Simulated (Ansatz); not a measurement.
Input file for Ansatz (an electronic-structure program):

Ansatz 0.2 input:
```yaml
crystal:
  lattice:
    - [1.3343323361, 0.7703771335, 4.3672729492]
    - [-1.3343323361, 0.7703771335, 4.3672729492]
    - [0.0, -1.5407542669, 4.3672729492]
  atoms:
    - { symbol: Ru, position: [0.5, 0.5, 0.5] }
    - { symbol: Ir, position: [0.0, 0.0, 0.0] }
kpoints:
  mp_grid: { grid: [18, 18, 18] }
hamiltonian:
  xc: lda
  pseudopotentials: { kind: paw }
scf:
  occupations: { method: fermi_dirac, width: 0.1 }
phonons:
  method: dfpt
  response_accuracy: low
  eigenvectors: true
  rigid_motions: translations
```

Output (shortened):

```
Pseudopotential: Ru, paw, valence charge 16
Pseudopotential: Ir, paw, valence charge 17
Functional definition: SPW92
Crystal: 2 atoms, lattice volume = 26.936 Å³
Basis set: ecut = 420 eV, 525 PW (Γ), exchange–correlation on 64×64×64 points (8 copies of the dense FFT grid, shifted against one another)
Bands: 21, of which v1, the nominal top of the filled ones, is band 17 counted from 1 (16 counted from 0)
Symmetry: 12 space group operations
k-points: 1550 of 5832 (irreducible under 2 space group operations, time reversal used)
SCF iter   1: F=—  HF=-17421.739311 eV  |F-HF|=—  |Δ(HF+E_count)|=         —  Δρ=1.07e-2  dr2=3.35e-2  ethr=1.77e-3  ⟨swp⟩=4.5  Hψ=124886  notcnv=0
preconditioner: auto → none
SCF iter   2: F=—  HF=-17421.738382 eV  |F-HF|=—  |Δ(HF+E_count)|=   9.30e-4  Δρ=6.21e-3  dr2=1.48e-2  ethr=1.01e-4  ⟨swp⟩=1.0  Hψ=44974  notcnv=0
SCF iter   3: F=—  HF=-17421.737137 eV  |F-HF|=—  |Δ(HF+E_count)|=   1.24e-3  Δρ=1.05e-3  dr2=3.28e-4  ethr=4.49e-5  ⟨swp⟩=1.0  Hψ=32550  notcnv=0
SCF iter   4: F=—  HF=-17421.737089 eV  |F-HF|=—  |Δ(HF+E_count)|=   4.77e-5  Δρ=3.27e-4  dr2=1.06e-5  ethr=9.93e-7  ⟨swp⟩=2.0  Hψ=56270  notcnv=0
SCF iter   5: F=—  HF=-17421.737088 eV  |F-HF|=—  |Δ(HF+E_count)|=   7.79e-7  Δρ=3.38e-5  dr2=2.12e-7  ethr=3.23e-8  ⟨swp⟩=2.0  Hψ=49782  notcnv=0
SCF iter   6: F=—  HF=-17421.737087 eV  |F-HF|=—  |Δ(HF+E_count)|=   1.12e-6  Δρ=4.26e-6  dr2=2.65e-9  ethr=6.43e-10  ⟨swp⟩=2.1  Hψ=55667  notcnv=0
SCF iter   7: F=—  HF=-17421.737087 eV  |F-HF|=—  |Δ(HF+E_count)|=  3.82e-10  Δρ=1.10e-6  dr2=2.39e-10  ethr=8.03e-12  ⟨swp⟩=2.0  Hψ=55065  notcnv=0
SCF iter   8: F=-17421.737087 eV  HF=-17421.737087 eV  |F-HF|=3.64e-12  |Δ(HF+E_count)|=  6.91e-11  Δρ=1.70e-7  dr2=2.64e-12  ethr=1.00e-12  ⟨swp⟩=4.0  Hψ=165693  notcnv=0
SCF 1 converged in 8 iterations: F = -17421.737087 eV  dr2 = 2.64e-12
DFPT response loops at Γ: preconditioner auto → Kerker (q_TF=auto, 2.822 Å⁻¹) (partly filled bands, converged f_vac=0.000) …
SCF converged after 8 iterations
Free energy (F): -17421.737087 eV
Harris-Foulkes:  -17421.737087 eV  (|F-HF|=3.64e-12)
Internal energy: -17421.679479 eV  (E = F + TS)
E sigma→0 (E₀):  -17421.708283 eV
Entropy (-TS):   -0.057608 eV (-28.804 meV/atom)
Fermi energy:    25.193031 eV
--- Per-component energies (eV) ---
  E_band       = -120.705294
  E_kinetic    = 1139.981298
  E_local      = -2271.302470  (includes V_loc(G=0)·N_el)
  E_nonlocal   = 428.521062
  E_hartree    = 792.754303
  E_xc         = -457.113659
  E_vxc        = -540.299003  (∫ρ·V_xc dr)
  E_paw        = -12294.731378  (= ΣΔE_a)
  E_vpaw       = -463.114548  (= ΣTr[D̂ρ^β])
  E_aug_tail   = -0.000187  (compensation charges beyond the density's cutoff)
  E_ewald      = -4760.771736
  E_core_change = 0.983287  (= ΣΔE_core)
  E_smearing   = -0.057608  (= −TS)
  E_closure    =  0.000000  (closes the sum)
  Σ components = -17421.737087   (vs F -17421.737087, Δ=0.00e0)
  [band-id]    e_kinetic+e_local+e_nonlocal+2·e_hartree+e_vxc+e_vpaw+e_augmentation_tail = -120.705242   (vs E_band -120.705294, Δ=5.19e-5)
--- Band table (eV; the first three rows and the last of 1550) ---
  k-point 0: bands = ["-67.6883", "-47.7705", "-24.5233", "-24.1474", "-24.1474", "-17.8415", "-17.3313", "-17.3313", "15.0005", "18.0364", "21.3206", "21.3206", "21.8534", "22.1078", "22.1078", "24.5613", "24.5613", "25.2784", "26.6237", "26.6237", "34.2264"]…
  k-point 1: bands = ["-67.6866", "-47.7667", "-24.5194", "-24.1699", "-24.1527", "-17.8393", "-17.3581", "-17.3376", "15.1347", "18.1432", "21.2251", "21.4176", "21.9012", "22.0137", "22.1731", "24.4413", "24.5808", "24.6687", "26.5686", "27.3716", "34.1828"]…
  k-point 2: bands = ["-67.6818", "-47.7557", "-24.5082", "-24.2343", "-24.1681", "-17.8328", "-17.4351", "-17.3556", "15.5247", "18.4479", "20.9668", "21.6950", "21.6985", "22.1041", "22.3595", "23.7072", "24.2419", "24.6508", "26.4123", "28.5858", "34.0958"]…
  k-point 1549: bands = ["-67.6883", "-47.7714", "-24.4919", "-24.1471", "-24.1471", "-17.8979", "-17.3326", "-17.3326", "16.2321", "18.6643", "21.0446", "21.6861", "21.6861", "21.7386", "22.7899", "22.7899", "24.4122", "24.4122", "24.9921", "24.9921", "39.4224"]
--- Phonons (Γ-DFPT): 4 representative perturbations + reference, on 1550 of 5832 k-points (Σ response iterations 11) ---
  ASR residual: 2.377e-3 → 0.000e0 eV/Å²; symmetrization residual: 2.251e-4 eV/Å²
  ASR residual per site (eV/Å²): 2.38e-3 2.29e-3
  Γ frequencies (cm⁻¹): 0.00 0.00 0.00 124.68 124.68 210.32
  non-analytic LO–TO correction: not included (Born effective charges unavailable; polar crystals: no LO–TO splitting at Γ)
```

Cost: about 7 core-minutes (a rough figure) on shared cores.

Space group R-3m. The first step of the workflow began from a Materials Project structure, measured or hypothetical; the Crystallography Open Database copy checked does not list it. With Ru and Ir taken as one species the cell has the higher symmetry Fm-3m, so it may be an ordered model of a mixed-site phase. Whether it is the stable phase at ambient conditions was not checked. The cell was relaxed with LDA under the symmetry of its start; whether a distortion lowers the energy is not shown. No spin polarisation was allowed. As this level gives no gap, phonon frequencies hold no LO–TO term and depend on the k-mesh and smearing (Fermi–Dirac, 0.1 eV here). Spin–orbit coupling is left out wherever it is not named.

Potentials: the later of the program's two PAW sets.

Ansatz is a plane-wave DFT program.
